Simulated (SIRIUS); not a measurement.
A self-consistent single point of GaCuSe2 (I-42d, 8 atoms in the cell; from Materials Project mp-4840, changed as shown).

```yaml
crystal:
  lattice:
    - [-2.71789, 2.71789, 5.38963]
    - [2.71789, -2.71789, 5.38963]
    - [2.71789, 2.71789, -5.38963]
  atoms:
    - { symbol: Ga, position: [0.25000, 0.75000, 0.50000] }
    - { symbol: Ga, position: [0.50000, 0.50000, 0.00000] }
    - { symbol: Cu, position: [0.75000, 0.25000, 0.50000] }
    - { symbol: Cu, position: [0.00000, 0.00000, 0.00000] }
    - { symbol: Se, position: [0.12122, 0.12500, 0.49622] }
    - { symbol: Se, position: [0.87500, 0.37122, 0.99622] }
    - { symbol: Se, position: [0.62878, 0.62500, 0.50378] }
    - { symbol: Se, position: [0.37500, 0.87878, 0.00378] }
```

Level of theory: PBE, GBRV PBE ultrasoft pseudopotentials (plane waves; SIRIUS 7.12.0).

SIRIUS settings:

- parameters.ngridk: 4 4 4
- parameters.xc_functionals: [XC_GGA_X_PBE, XC_GGA_C_PBE]
- parameters.gk_cutoff: 6.325 1/bohr
- parameters.pw_cutoff: 14.143 1/bohr
- parameters.smearing: fermi_dirac
- parameters.smearing_width: 0.00367493 Ha
- potentials: GBRV PBE ultrasoft pseudopotentials
- parameters.electronic_structure_method: pseudopotential
- parameters.num_bands: 60
- parameters.num_mag_dims: 0
- parameters.num_dft_iter: 100
- parameters.energy_tol: 1e-07 Ha
- parameters.density_tol: 1e-06
- mixer.type: anderson
- mixer.beta: 0.7
- mixer.use_hartree: false

Task: Estimate, at this level of theory: gap on the k-point mesh, pressure and largest force (vector length).

Result: The run gave:

- Gap on the k-point mesh = 0.60 eV
- Pressure = 10.55 GPa
- Largest force (vector length) = 0.293 eV/Å

The gap is read on the k-point mesh of the run and can differ from the gap over the whole zone at this level.

For comparison: a first run was changed to give this one (lattice scaled by 0.98), and from it to this one the free energy goes up by 60.7 meV/atom, the pressure goes from 4.78 to 10.55 GPa, the largest force goes from 0.203 to 0.293 eV/Å and the gap on the mesh goes from 0.309 to 0.601 eV.

The structure comes from a collection of computed structures, made at another level of theory; the collection holds predicted forms beside known ones. Its lattice was then scaled.

Cost on one core: very roughly 2.4 core-minutes.
